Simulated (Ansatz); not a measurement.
**MgCu3H6Cl2O6: a ladder of calculations**

Cell of run 1: a measured structure from the Crystallography Open Database (COD), ions relaxed with PBE at fixed cell.

```
CELL_PARAMETERS angstrom
6.27330 0.00000 0.00000
-3.13665 5.43284 0.00000
0.00000 0.00000 5.74720
ATOMIC_POSITIONS crystal
Mg 0.00000 0.00000 0.00000
Cu 0.50000 0.00000 0.00000
Cu 0.00000 0.50000 0.00000
Cu 0.50000 0.50000 0.00000
H 0.20190 0.79810 0.32251
H 0.20190 0.40380 0.32251
H 0.59620 0.79810 0.32251
H 0.79810 0.20190 0.67749
H 0.40380 0.20190 0.67749
H 0.79810 0.59620 0.67749
Cl 0.66667 0.33333 0.38159
Cl 0.33333 0.66667 0.61841
O 0.64986 0.82493 0.15865
O 0.17507 0.82493 0.15865
O 0.17507 0.35014 0.15865
O 0.82493 0.64986 0.84135
O 0.82493 0.17507 0.84135
O 0.35014 0.17507 0.84135
```

Sites (sets of like atoms) are named by element and the number of their first atom in this list.

All runs are DFT with Ansatz 0.2.0 (plane waves and PAW, scalar-relativistic unless spin–orbit coupling is named, Γ-centred meshes, Fermi–Dirac smearing where given) in this cell. Start moments of run 1 as typed (μB): 1 on each Cu, none on the rest. Antiparallel start moments (μB): 0 1 1 -1 0 0 0 0 0 0 0 0 0 0 0 0 0 0 by atom.

Run 1: PBE, parallel start moments, atoms relaxed; 420 eV, 4×4×4 k-points, smearing 0.02 eV.
Run 2: r2SCAN, parallel start moments, at the relaxed atoms; 500 eV, 4×4×4 k-points, smearing 0.02 eV.
Run 3: PBE, antiparallel start moments, at the relaxed atoms; 420 eV, 4×4×4 k-points, smearing 0.02 eV.
Run 4: PBE+U, antiparallel start moments, at the relaxed atoms; 420 eV, 4×4×4 k-points, smearing 0.02 eV (U = 5.0 eV on Cu d).
Run 5: r2SCAN, antiparallel start moments, at the relaxed atoms; 500 eV, 4×4×4 k-points, smearing 0.02 eV.

| run | Mg V_zz (η) | Cu V_zz (η) | H V_zz (η) | Cl V_zz (η) | O V_zz (η) | absolute moment (μB) |
| --- | --- | --- | --- | --- | --- | --- |
| 1 | 1.32 (0.00) | -10.78 (0.09) | 3.54 (0.00) | 4.30 (0.00) | 8.46 (0.43) | 3.2 |
| 2 | 1.26 (0.00) | -12.46 (0.12) | 3.47 (0.00) | 3.99 (0.00) | 9.09 (0.36) | 3.3 |
| 3 | 1.28 (0.01) | -10.99 (0.07) | 3.54 (0.00) | 4.29 (0.03) | 8.28 (0.61) | 2.8 |
| 4 | 1.28 (0.01) | -13.78 (0.12) | 3.55 (0.00) | 4.55 (0.02) | 8.59 (0.48) | 2.9 |
| 5 | ? | ? | ? | ? | ? | ? |

V_zz in 10²¹ V/m².

(1) Estimate the row of run 5.

Answers

(1) Mg: 1.24 (0.01); Cu: -12.63 (0.12); H: 3.47 (0.00); Cl: 3.99 (0.02); O: 8.99 (0.44); absolute moment (μB): 3.0. It lies nearest to run 2, from whose tensors on these sites it differs by 0.64 at most (largest principal value of the difference, on Cu). Taken one at a time, the Hubbard term moves the tensors on these sites by up to 2.82 (largest principal value of the change, on Cu), the functional (r2SCAN with its higher cutoff) by 1.69 (Cu), the magnetic start by 0.95 (Cu). The absolute moment differs between the runs, so they don't all stand in one spin state.

The magnetic order is the one that the run reached from its start moments, not necessarily the measured one. For runs 1, 2: All moments are parallel here, as the start or the cell imposes; many such compounds order antiparallel, where fields and spin densities carried over to other atoms largely cancel. In runs 2, 5 the program didn't check the stability of the electronic state in full, so a lower one may lie near. In run 1 the gap is small for the k-mesh or the smearing, and small gradients can still move by 0.1 × 10²¹ V/m² or more. In runs 2, 5 the atoms aren't at the calculated equilibrium (largest force 0.50, 0.50 eV/Å). The entry's hydrogen positions were far off; the other atoms hardly move on relaxation.
